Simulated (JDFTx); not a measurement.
```yaml
surface: Au(110)
bulk: Au, Fm-3m, lattice of mp-81 (not re-optimised)
slab: 8 atoms in 8 planes, 1x1, 10.1 Å between the outermost planes
in-plane cell: 2.950 × 4.171 Å, 12.30 Å²
cell_height: 26.3 Å
sampling: 8×6×1 k mesh, Fermi smearing 0.01 Ha, no spin polarisation
```

Profiles through the double layer of this slab, charged, in SCCS (g09 parameters), water, 0.5 M NaCl; PBE, GBRV ultrasoft potentials, plane waves to 20/100 Ha, a modified build of JDFTx. z is the height above the outermost atoms, φ the plane-averaged electrostatic potential energy of an electron (zero in the bulk liquid), ρ_b the bound charge of solvent and ions, s the cavity shape function (0 in the solid, 1 in the liquid).

```tsv
z (Å)	n (e/Å³)	s	φ (eV)	ρ_b (10⁻³ e/Å³)
0.84	0.1880	0.00	-1.040	0.00
1.31	0.0462	0.00	-0.515	0.37
1.78	0.0122	0.01	-0.079	1.81
2.25	0.0034	0.17	0.020	1.52
2.72	0.0010	0.82	0.023	1.02
3.19	0.0003	1.00	0.021	0.36
3.66	0.0001	1.00	0.019	0.12
4.13	0.0000	1.00	0.017	0.04
4.60	0.0000	1.00	0.015	0.02
5.07	0.0000	1.00	0.013	0.01
5.53	0.0000	1.00	0.012	0.00
6.00	0.0000	1.00	0.011	0.00
6.47	0.0000	1.00	0.010	0.00
6.94	0.0000	1.00	0.009	0.00
7.41	0.0000	1.00	0.008	0.00
7.88	0.0000	1.00	0.007	0.00
```

**Question.** Is the electrode positively or negatively charged, and roughly by how much?

**Answer.** Negatively: σ = -4.0 μC/cm² per face. The liquid's bound charge is of the opposite sign overall, and far from the surface φ decays with the screening length (4.3 Å).
